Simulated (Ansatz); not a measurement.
Relaxed-ion elastic tensor of ZnO (CsCl type, Pm-3m) in GPa (Voigt order), DFT-r²SCAN in the program Ansatz with PAW potentials; density 7.30 g/cm³, 9.26 Å³ per atom.

|  | 1 | 2 | 3 | 4 | 5 | 6 |
|---|---|---|---|---|---|---|
| 1 | 498 | 33.9 | 33.9 | 0.0 | 0.0 | 0.0 |
| 2 | 33.9 | 498 | 33.9 | 0.0 | 0.0 | 0.0 |
| 3 | 33.9 | 33.9 | 498 | 0.0 | 0.0 | 0.0 |
| 4 | 0.0 | 0.0 | 0.0 | -73.1 | 0.0 | 0.0 |
| 5 | 0.0 | 0.0 | 0.0 | 0.0 | -73.1 | 0.0 |
| 6 | 0.0 | 0.0 | 0.0 | 0.0 | 0.0 | -73.1 |

Question: Is the crystal mechanically stable?

Answer: No: the smallest eigenvalue of C is -73.1 GPa.

A made-up cell: these elements were put on the sites of a structure type; neither database checked (COD, Materials Project) lists it. It is not the phase usual at ambient conditions (space group No. 186). The r²SCAN relaxation kept the symmetry of its start. At this level the phase is mechanically unstable. As this level gives no gap, shear constants depend on the k-mesh and smearing (Fermi–Dirac, 0.1 eV here).

Potentials: the later of the program's two PAW sets.
